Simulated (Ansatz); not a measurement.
Sn (diamond)

```xyz
2
Lattice="0.0000 3.3277 3.3277 3.3277 0.0000 3.3277 3.3277 3.3277 0.0000" Properties=species:S:1:pos:R:3 pbc="T T T"
Sn     1.6638     1.6638     1.6638
Sn     0.0000     0.0000     0.0000
```

Scan: atom 1 (Sn, nearest neighbour Sn at 2.882 Å; its periodic images, 4.7 Å or more away, move with it) is displaced towards the nearest neighbour, direction (-0.577, -0.577, -0.577) in Cartesian axes, by s. The other atoms stay.

All values below come from PBE (plane waves to 420 eV, PAW, scalar-relativistic; Ansatz, a quantum-chemistry and plane-wave program). k mesh 10×10×10 (Γ-centred), Fermi-Dirac smearing 0.05 eV. E stands for the smeared free energy. With partly filled bands, energies and forces of such displacements shift with the k mesh and the smearing. Sn was relaxed with its symmetry unable to fall. The relaxed volume of Sn is well above the measured one; the method has no dispersion term. ΔE is measured from the undisplaced structure. The last digit holds for this mesh only.

| s (Å) | ΔE (meV/cell) |
|---|---|
| -0.580 | 627.5 |
| -0.464 | 459.3 |
| -0.348 | 290.8 |
| -0.232 | 142.7 |
| -0.116 | 38.2 |
| 0.000 | 0.0 |
| 0.116 | 48.0 |
| 0.232 | 218.3 |
| 0.348 | 549.7 |
| 0.464 | 1089.3 |
| 0.580 | 1902.0 |

**Question.** What force constant k = d²E/ds² at s = 0 does the table give?

**Answer.** 6.3 eV/Å². It is the second difference of the nearest points, corrected with the next pair.

**Question.** With k = 6.46 eV/Å² from the forces, is the well harmonic out to s = 0.580 Å?

**Answer.** ½ks² = 1086 meV/cell against the computed 1902 meV/cell, so the well is stiffer than harmonic there.

(A displaced cell: forces are minus the slopes of the energy, force constants its curvatures, and phonons follow from these.)
